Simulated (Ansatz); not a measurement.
Theory: DFT PBE, scalar-relativistic, plane waves, PAW in Ansatz 0.2.0. Settings: cutoff 420 eV, Γ-centred meshes spaced at most about 0.3 Å⁻¹, and about 0.25 Å⁻¹ or finer for metals (2π included), Gaussian smearing. No spin polarisation in the final relaxations.

All energies are static (0 K, no zero-point motion). All come from trial cells, and lower structures may exist.

Question: Which of these relaxed structures of HfZrSe4 is the lowest in energy?
A.

```cif
data_structure
_symmetry_space_group_name_H-M 'P4/mmm'
_symmetry_Int_Tables_number 123
_cell_length_a 4.6524
_cell_length_b 4.6524
_cell_length_c 6.5860
_cell_angle_alpha 90.000
_cell_angle_beta 90.000
_cell_angle_gamma 90.000
_cell_volume 142.55
loop_
_atom_site_label
_atom_site_type_symbol
_atom_site_symmetry_multiplicity
_atom_site_Wyckoff_symbol
_atom_site_fract_x
_atom_site_fract_y
_atom_site_fract_z
_atom_site_occupancy
Zr1 Zr 1 d 0.50000 0.50000 0.50000 1
Hf1 Hf 1 a 0.00000 0.00000 0.00000 1
Se1 Se 4 i 0.50000 0.00000 0.75200 1
```

B.

```cif
data_structure
_symmetry_space_group_name_H-M 'I-42m'
_symmetry_Int_Tables_number 121
_cell_length_a 5.6970
_cell_length_b 5.6970
_cell_length_c 13.5583
_cell_angle_alpha 90.000
_cell_angle_beta 90.000
_cell_angle_gamma 90.000
_cell_volume 440.05
loop_
_atom_site_label
_atom_site_type_symbol
_atom_site_symmetry_multiplicity
_atom_site_Wyckoff_symbol
_atom_site_fract_x
_atom_site_fract_y
_atom_site_fract_z
_atom_site_occupancy
Zr1 Zr 2 b 0.50000 0.50000 0.00000 1
Hf1 Hf 2 a 0.00000 0.00000 0.00000 1
Se1 Se 8 i 0.74850 0.74850 0.38544 1
```

C.

```cif
data_structure
_symmetry_space_group_name_H-M 'P-3m1'
_symmetry_Int_Tables_number 164
_cell_length_a 3.7855
_cell_length_b 3.7855
_cell_length_c 13.9292
_cell_angle_alpha 90.000
_cell_angle_beta 90.000
_cell_angle_gamma 120.000
_cell_volume 172.86
loop_
_atom_site_label
_atom_site_type_symbol
_atom_site_symmetry_multiplicity
_atom_site_Wyckoff_symbol
_atom_site_fract_x
_atom_site_fract_y
_atom_site_fract_z
_atom_site_occupancy
Zr1 Zr 1 a 0.00000 0.00000 0.00000 1
Hf1 Hf 1 b 0.00000 0.00000 0.50000 1
Se1 Se 2 d 0.33333 0.66667 0.88594 1
Se2 Se 2 d 0.33333 0.66667 0.38727 1
```

Answer: C. It has Zr and Hf ordered on cadmium iodide sites, space group P-3m1 (No. 164); the next, B, with space group I-42m (No. 121), lies 0.33 eV/atom higher. Counting Se atoms around Hf and Zr (those within 1.25 times the shortest such distance or 1.15 times the sum of covalent radii), the lowest has Hf 6, Zr 6 and the next has Hf 4, Zr 4.

Weakly bound directions are ill-defined at this level, which has no dispersion term (P-3m1, I-42m), and this can change margins and order among such cells. Spin–orbit coupling, which can matter for Hf, is left out. Cells relaxed within their symmetry can be saddle points. Some types were kept out of the candidates beforehand, so the set may lack a known form.
